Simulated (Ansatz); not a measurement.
Phonons of Zn (hcp, Mg type) at Γ, M = (0.5, 0.0, 0.0), A = (0.0, 0.0, 0.5), L = (0.5, 0.0, 0.5).

Zn (hcp, Mg type)

```xyz
2
Lattice="2.6467 0.0000 0.0000 -1.3234 2.2921 0.0000 0.0000 0.0000 4.6781" Properties=species:S:1:pos:R:3 pbc="T T T"
Zn     0.0000     1.5281     3.5086
Zn     1.3234     0.7640     1.1695
```

Computed with r2SCAN (plane waves to 500 eV, PAW, scalar-relativistic; Ansatz, a first-principles code). Harmonic phonons by density-functional perturbation theory on a 20×20×10 k mesh, in cm⁻¹ and rounded to 5; i marks imaginary ones, q is in fractions of the reciprocal vectors of the cell shown, and the three acoustic modes at Γ are left out. The PAW data are Ansatz's earlier set. Zn was relaxed with its symmetry unable to fall.

```csv
q,wavenumbers (cm⁻¹)
Γ,"85 (×2), 170"
"M = (0.5, 0.0, 0.0)","70, 105, 115, 125, 200, 215"
"A = (0.0, 0.0, 0.5)","70 (×4), 110 (×2)"
"L = (0.5, 0.0, 0.5)","90 (×2), 120 (×2), 215 (×2)"
```

The structure shows no imaginary mode at these points (lowest 70 cm⁻¹ at A = (0.0, 0.0, 0.5)); other wave vectors were not tested.

Highest mode: 215 cm⁻¹ at M = (0.5, 0.0, 0.0).
